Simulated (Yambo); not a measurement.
```xyz
6
Lattice="2.1611 -5.6913 0.0000 2.1611 5.6913 0.0000 0.0000 0.0000 4.5043" Properties=species:S:1:pos:R:3 pbc="T T T"
H      2.1611    -0.3757     2.7368
H      2.1611     0.3757     0.4847
O      2.1611    -1.0433     3.4477
O      2.1611     1.0433     1.1955
Cs     2.1611    -4.1163     3.3183
Cs     2.1611     4.1163     1.0661
```

The geometry is that of Materials Project entry mp-625136, symmetrised and not relaxed again.

Question: Where are the main features of Im ε from RPA with local fields on PBEsol bands (Yambo; 4×4×4 mesh, 80 bands, 3 Ry local-field block, 0.2 eV broadening; field along z)?

Answer: Peaks at 5.6 eV (2.0), 6.9 eV (2.2), 10.4 eV (1.9), 11.9 eV (2.5), 12.9 eV (2.4), heights in brackets. Structure narrower than a few tenths of an eV can come from the finite k mesh. Convergence of the RPA response with its 4×4×4 mesh was not tested. No excitonic effects at this level. 

The structure is a Materials Project entry; no match was found in the copy of COD used, and its stability was not checked.
